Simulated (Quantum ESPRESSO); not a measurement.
# Band energies of Sc₂Si₂O₇

```xyz
11
Lattice="3.2602 -4.2577 0.0000 3.2602 4.2577 0.0000 -1.0339 0.0000 4.5761" Properties=species:S:1:pos:R:3 pbc="T T T"
O      4.1691    -1.3403     3.5995
O      1.3174     1.3403     0.9766
O      1.3174    -1.3403     0.9766
O      4.1691     1.3403     3.5995
O     -0.5170     0.0000     2.2881
O      3.6638     0.0000     1.2820
O      1.8227     0.0000     3.2942
Si     1.0369     0.0000     1.8671
Si     4.4496     0.0000     2.7090
Sc     3.2602     1.6206     0.0000
Sc     3.2602    -1.6206     0.0000
```

PBEsol (Quantum ESPRESSO, PseudoDojo norm-conserving, 84 Ry, without SOC); path ΓYFHZIF1,H1Y1XΓN,MΓ; energies in eV from the valence-band maximum.

```
k (1/Å)  point  band 32  band 33  band 34  band 35  band 36  band 37  band 38  band 39
-------  -----  -------  -------  -------  -------  -------  -------  -------  -------
0.00         Γ    -1.06    -0.90    -0.57    -0.51     0.00     4.83     4.94     5.21
0.38              -0.88    -0.80    -0.64    -0.38    -0.27     4.95     5.03     5.26
0.77              -0.94    -0.72    -0.64    -0.35    -0.18     4.79     5.03     5.29
0.96         Y    -0.82    -0.73    -0.56    -0.38    -0.19     4.69     4.93     5.31
0.96         F    -0.92    -0.69    -0.45    -0.42    -0.19     4.68     4.87     5.33
1.35              -0.99    -0.72    -0.70    -0.54    -0.23     4.52     5.03     5.21
1.75              -0.97    -0.76    -0.68    -0.55    -0.28     4.46     5.07     5.08
2.14         H    -0.88    -0.69    -0.69    -0.31    -0.22     4.70     4.99     5.23
2.56              -0.91    -0.75    -0.70    -0.16    -0.10     4.97     5.04     5.17
2.78         Z    -0.97    -0.79    -0.71    -0.13    -0.06     5.02     5.07     5.20
2.96              -1.03    -0.77    -0.70    -0.15    -0.13     4.95     5.03     5.30
3.33              -1.02    -0.61    -0.57    -0.45    -0.16     4.75     4.89     5.26
3.51         I    -0.96    -0.68    -0.45    -0.40    -0.19     4.68     4.86     5.33
3.51        F1    -0.92    -0.69    -0.45    -0.42    -0.19     4.68     4.87     5.33
4.70        H1    -0.88    -0.69    -0.69    -0.31    -0.22     4.70     4.99     5.23
4.70        Y1    -0.82    -0.73    -0.56    -0.38    -0.19     4.69     4.93     5.31
5.11              -1.15    -0.83    -0.79    -0.58    -0.17     4.41     5.04     5.13
5.31         X    -1.27    -1.13    -0.76    -0.69    -0.19     4.35     5.09     5.11
5.49              -1.14    -1.08    -0.78    -0.68    -0.14     4.43     5.02     5.14
5.86              -1.09    -0.87    -0.62    -0.58    -0.01     4.76     4.97     5.28
6.05         Γ    -1.06    -0.90    -0.57    -0.51     0.00     4.83     4.94     5.21
6.22              -1.08    -0.89    -0.56    -0.49    -0.07     4.86     4.97     5.23
6.55              -0.91    -0.76    -0.66    -0.40    -0.21     4.88     5.10     5.22
6.89         N    -1.05    -0.70    -0.59    -0.46    -0.13     4.91     5.08     5.23
6.89         M    -1.02    -0.87    -0.67    -0.33    -0.32     4.79     4.87     5.26
7.04              -1.00    -0.88    -0.65    -0.42    -0.20     4.80     4.92     5.25
7.50         Γ    -1.06    -0.90    -0.57    -0.51     0.00     4.83     4.94     5.21
```

The PBEsol gap is indirect, 4.35 eV, from Γ to X; the smallest direct gap is 4.54 eV.

Geometry of the Materials Project entry, not relaxed at this level.
